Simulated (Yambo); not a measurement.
**Optical response of NiZn**

```
NiZn
1.0
    2.88913     0.00000     0.00000
    0.00000     2.88913     0.00000
    0.00000     0.00000     2.88913
Ni Zn
1 1
Direct
  0.00000   0.00000   0.00000
  0.50000   0.50000   0.50000
```

Yambo, TDDFT with the adiabatic LDA kernel on LDA bands; 18×18×18 mesh, 45 bands, 4 Ry local-field block, 0.25 eV broadening; field along x.

| E (eV) | Im ε | Im ε, independent particles |
|---|---|---|
| 0.6 | 24.5 | 24.5 |
| 1.2 | 18.8 | 18.8 |
| 1.9 | 12.8 | 12.8 |
| 2.5 | 8.70 | 8.68 |
| 3.1 | 8.91 | 8.90 |
| 3.8 | 14.3 | 14.4 |
| 4.4 | 9.43 | 9.42 |
| 5.0 | 6.82 | 6.76 |
| 5.6 | 6.69 | 6.67 |
| 6.2 | 6.41 | 6.39 |
| 6.9 | 5.76 | 5.72 |
| 7.5 | 4.87 | 4.83 |
| 8.1 | 4.24 | 4.20 |
| 8.8 | 3.39 | 3.36 |
| 9.4 | 2.55 | 2.53 |
| 10.0 | 2.21 | 2.20 |
| 10.6 | 1.92 | 1.91 |
| 11.2 | 1.74 | 1.74 |
| 11.9 | 1.57 | 1.57 |
| 12.5 | 1.45 | 1.45 |
| 13.1 | 1.30 | 1.31 |
| 13.8 | 1.19 | 1.21 |
| 14.4 | 1.22 | 1.24 |
| 15.0 | 1.15 | 1.18 |
| 15.6 | 1.17 | 1.20 |
| 16.2 | 1.12 | 1.15 |
| 16.9 | 1.11 | 1.16 |
| 17.5 | 1.06 | 1.09 |
| 18.1 | 1.01 | 1.05 |
| 18.8 | 0.92 | 0.95 |
| 19.4 | 0.82 | 0.84 |
| 20.0 | 0.73 | 0.76 |

Only interband transitions are included: the Drude term is missing, so nothing below about 0.6 eV and no real part is shown. Peak heights and small wiggles depend on the k mesh.

Geometry of the Materials Project entry, not relaxed at this level.

The runs are not spin-polarised; magnetic order was not tried.
